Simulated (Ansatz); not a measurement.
## Two-dimensional strain map in Ag

All numbers below come from DFT PBEsol, scalar-relativistic, plane waves, PAW (Ansatz 0.2.0). The runs took a 420 eV cutoff, a Γ-centred 18×18×10 mesh and Gaussian smearing (0.15 eV). No spin polarisation. Energies are free energies at this smearing, counted from the undisturbed cell; pressure is positive in compression.

Zero of the scan (as given, not relaxed at this level; it stands at -6.3 GPa; this form isn't the usual structure):

```yaml
crystal:
  lattice:
    - [2.93000, 0.00000, 0.00000]
    - [-1.46500, 2.53745, 0.00000]
    - [0.00000, 0.00000, 4.79000]
  atoms:
    - { symbol: Ag, position: [0.33333, 0.66667, 0.25000] }
    - { symbol: Ag, position: [0.66667, 0.33333, 0.75000] }
```

The cell is strained by p along both x and y and by q along z, fractional coordinates fixed. Points are written (p, q).

Energy above the undisturbed cell in meV/atom (a dash: not computed):

| p \ q | -0.080 | -0.040 | 0.000 | 0.040 | 0.080 |
| --- | --- | --- | --- | --- | --- |
| -0.080 | 242.5 | 138.1 | ? | 77.4 | 93.4 |
| -0.040 | 57.2 | – | -15.1 | – | ? |
| 0.000 | 7.9 | -14.1 | 0.0 | 37.7 | 91.1 |
| 0.040 | 42.1 | – | 85.0 | – | ? |
| 0.080 | ? | – | 209.7 | – | 350.1 |

Q: Fill in the withheld energies.

A: (-0.080, 0.000): 88.5; (-0.040, 0.080): 38.7; (0.040, 0.080): 204.4; (0.080, -0.080): 123.5.